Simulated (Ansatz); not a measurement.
Structure: GeSb4Te7 (P-3m1) from a database of computed structures, at its r2SCAN+rVV10 minimum. It is trigonal, P-3m1 (No. 164); conventional cell a = 4.266 Å, c = 24.224 Å, 31.81 Å³ an atom. Ge is surrounded by 6 Te at 2.98 Å; Sb is surrounded by 6 Te at 3.00–3.16 Å; Sb is surrounded by 6 Te at 2.99–3.18 Å; Te is surrounded by 3 Sb at 3.00 Å; Te is surrounded by 3 Sb at 2.99 Å; Te is surrounded by 3 Ge at 2.98 Å and 3 Sb at 3.18 Å; Te is surrounded by 6 Sb at 3.16 Å.

4 runs of the plane-wave code Ansatz on this cell differ in the functional (and in the settings that go with it). Levels are in eV from each run's valence top; v1 is the last filled band, c1 the first empty one.

Run A, mean stress -2.0 GPa (compression positive):
```tsv
point	v2	v1	c1	c2
Γ	-0.32	-0.11	0.43	0.46
M	-1.06	-0.95	0.77	0.77
K	-1.08	-0.90	1.18	1.42
A	-0.40	0.00	0.27	0.48
L	-1.10	-0.63	0.43	0.67
H	-0.76	-0.73	0.82	1.06
```

Run B, mean stress 0.0 GPa (compression positive):
```tsv
point	v2	v1	c1	c2
Γ	-0.32	-0.13	1.15	1.16
M	-1.28	-1.08	1.51	1.51
K	-1.38	-1.17	1.98	2.20
A	-0.48	0.00	1.01	1.09
L	-1.33	-0.78	1.15	1.36
H	-1.03	-1.00	1.56	1.84
```

Run C, mean stress 0.0 GPa (compression positive):
```tsv
point	v2	v1	c1	c2
Γ	-0.28	-0.10	0.72	0.72
M	-1.18	-1.00	1.05	1.05
K	-1.26	-1.07	1.50	1.73
A	-0.40	0.00	0.60	0.65
L	-1.24	-0.73	0.73	0.93
H	-0.95	-0.92	1.12	1.39
```

Run D, mean stress +0.9 GPa (compression positive):
```tsv
point	v2	v1	c1	c2
Γ	-0.27	-0.10	0.48	0.48
M	-1.12	-0.94	0.85	0.86
K	-1.21	-1.02	1.28	1.46
A	-0.38	0.00	0.41	0.41
L	-1.17	-0.69	0.56	0.72
H	-0.91	-0.88	0.91	1.16
```

Task: Match the runs to LDA, r2SCAN, HSE06, PBE0.

Result: A is LDA, B is PBE0, C is HSE06, D is r2SCAN. In order of the gap: LDA 0.27, r2SCAN 0.41, HSE06 0.60, PBE0 1.01 eV.

Spin-unpolarised throughout; all numbers are computed.

No spin-orbit coupling is included; it can move band edges with weight on the heavy atoms by tenths of an eV.

The program warns that its thresholds are loose for a hybrid's stress.

The meshes of the hybrids are coarse, so their gaps aren't converged to the digits shown.
